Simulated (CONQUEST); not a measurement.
A self-consistent single point of CdSe (F-43m, 8 atoms in the cell; from Materials Project mp-2691, changed as shown) with CONQUEST.

Method: CONQUEST with PBE, numerical atomic orbitals double-zeta with polarisation (the shipped basis), PseudoDojo norm-conserving potentials made for PBE.

The change in words: lattice scaled by 0.98. Reference geometry (F-43m):
```
CELL_PARAMETERS angstrom
      6.19581     0.00000     0.00000
      0.00000     6.19581     0.00000
      0.00000     0.00000     6.19581
ATOMIC_POSITIONS crystal
  Cd 0.00000 0.00000 0.00000
  Cd 0.00000 0.50000 0.50000
  Cd 0.50000 0.00000 0.50000
  Cd 0.50000 0.50000 0.00000
  Se 0.25000 0.25000 0.25000
  Se 0.25000 0.75000 0.75000
  Se 0.75000 0.25000 0.75000
  Se 0.75000 0.75000 0.25000
```

Reference input (self-consistent single point, DFT, PBE, numerical atomic orbitals double-zeta with polarisation (the shipped basis), PseudoDojo norm-conserving potentials made for PBE): basis = DZP; Diag.MPMeshX, Y, Z = 4 4 4; potentials = PseudoDojo norm-conserving PBE; Grid.GridCutoff = 175 Ha; DM.SolutionMethod = diagon; Diag.kT = 0.001837 Ha; Diag.GammaCentred = true; minE.SCTolerance = 1.0e-06; SC.MaxIters = 100; SC.LinearMixingFactor = 0.3; AtomMove.TypeOfRun = static. This run's input differs from it in these lines:

```diff
@@ -29,14 +29,14 @@
 # file: input.coords
-    11.708374572      0.000000000      0.000000000
-     0.000000000     11.708374572      0.000000000
-     0.000000000      0.000000000     11.708374572
+    11.474207269      0.000000000      0.000000000
+     0.000000000     11.474207269      0.000000000
+     0.000000000      0.000000000     11.474207269
 8
     0.000000000     0.000000000     0.000000000  1 T T T
-    0.000000000     5.854187286     5.854187286  1 T T T
-    5.854187286     0.000000000     5.854187286  1 T T T
-    5.854187286     5.854187286     0.000000000  1 T T T
-    2.927093643     2.927093643     2.927093643  2 T T T
-    2.927093643     8.781280929     8.781280929  2 T T T
-    8.781280929     2.927093643     8.781280929  2 T T T
-    8.781280929     8.781280929     2.927093643  2 T T T
+    0.000000000     5.737103635     5.737103635  1 T T T
+    5.737103635     0.000000000     5.737103635  1 T T T
+    5.737103635     5.737103635     0.000000000  1 T T T
+    2.868551817     2.868551817     2.868551817  2 T T T
+    2.868551817     8.605655452     8.605655452  2 T T T
+    8.605655452     2.868551817     8.605655452  2 T T T
+    8.605655452     8.605655452     2.868551817  2 T T T
```

Log, with long lists cut:

```
    new_SC_potl: Starting.  Tolerance:  0.10000E-05

    PulayMixSC: Starting Pulay mixing, A_up =  0.300 A_dn =  0.300
    PulayMixSC: Spin non-polarised calculation.
          Harris-Foulkes Energy            :     -1186.420938409044993 Ha
          (TS=0 as O(N) or entropic contribution is negligible)
          DFT Total Energy                 :     -1186.302944964540529 Ha
          Total number of electrons        :       144.000000000010573
    PulayMixSC: Pulay iteration     1 residual:              0.88261E-03
          Harris-Foulkes Energy            :     -1186.374374710847860 Ha
   [... lines left out ...]
          Total number of electrons        :       144.000104987157499
    PulayMixSC: Pulay iteration     6 residual:              0.41212E-05
          Harris-Foulkes Energy            :     -1186.367499656240398 Ha
          GroundState Energy (E-(1/2)TS)   :     -1186.367499956754045 Ha
          Free Energy (E-TS)               :     -1186.367500257267693 Ha
          DFT Total Energy                 :     -1186.367499655809752 Ha
          Total number of electrons        :       144.000104822008353
    PulayMixSC: Pulay iteration     7 residual:              0.91410E-07
    PulayMixSC: Reached SCF tolerance of  0.91410E-07 after      7 iterations
      | Number of electrons      =       144.000105
      |* band energy as 2Tr[K.H] =      -197.359360745568893 Ha
      |  screened ion-ion energy =      -950.546473454248030 Ha
      |  Ha correction           =         2.917756942575962 Ha
      |  XC correction           =       -41.379422814103684 Ha
      | GS Energy as E-(1/2)TS   =     -1186.367499956754045 Ha
      | Free Energy as E-TS      =     -1186.367500257267693 Ha
      |* Harris-Foulkes energy   =     -1186.367499656240398 Ha
      |* DFT total energy        =     -1186.367499655809752 Ha
      |  estimated accuracy      =        -0.000000000430646 Ha

    force: Forces on atoms (Ha/a0)
    force:  Atom   X              Y              Z
   [... lines left out ...]
    force: Maximum force :        0.00000001(Ha/a0) on atom         2 in z direction
   [... lines left out ...]
    force: Force Residual:        0.00000001 Ha/a0
    force: Total stress:         -4.01138909     0.00000002     0.00000000 GPa
                            -0.00000000    -4.01138909     0.00000000
                             0.00000000     0.00000000    -4.01138909
    force: Average pressure:      4.01138909 GPa

    force: Finished force
    get_E_and_F: Change in energy during last step of electronic optimisation:  0.66105E-06
```

The run converged in 7 iterations. CONQUEST prints the stress tensor with tension positive. Against the reference run the free energy goes up by 24.6 meV/atom, the pressure goes from 0.71 to 4.01 GPa and the gap on the mesh goes from 0.648 to 0.800 eV.

The program uses no crystal symmetry, so grid and mesh can part values that symmetry would make equal. The atom-centred basis is finite, which shifts total energies, pressures and gaps against plane waves. The structure comes from a collection of computed structures, made at another level of theory; the collection holds predicted forms beside known ones. Its lattice was then scaled.

Cost on one core: roughly 70 core-seconds.
